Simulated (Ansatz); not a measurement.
According to PBEsol in the plane-wave PAW code Ansatz, HfSiO$_{4}$ in the tetragonal phase (I4_1/amd; Hf on 4a, Si on 4b, O on 16h) relaxes to a = 6.582 Å, c = 5.966 Å. Si has 4 nearest neighbours from 1.63 Å (tetrahedral). Its formation energy from the elements is -3.20 eV/atom, with no fitted shifts.

It is gapped at this level: 5.37 eV (indirect). HSE06 on the same cell gives 7.29 eV. Gap from PBEsol with spin–orbit coupling: 5.36 eV.

The bulk modulus is 224 GPa. The relaxed-ion elastic constants in GPa are C11 = 428, C12 = 69.3, C13 = 151, C33 = 484, C44 = 109, C66 = 49.7. The elastic constants imply a Debye temperature near 593 K. Perturbation theory gives ε∞ = 3.92 (xx = yy), 4.15 (zz). Born charges are Hf +5.07, Si +3.55, O -2.15 e.

Symmetry was held in the PBEsol relaxation. No spin polarisation was allowed. The references are the lowest solids computed at this level, not always the standard phases (solids in place of the gases). Scalar-relativistic: spin–orbit coupling is off unless named, which matters more the heavier the elements.

Potentials: the later of the program's two PAW sets.
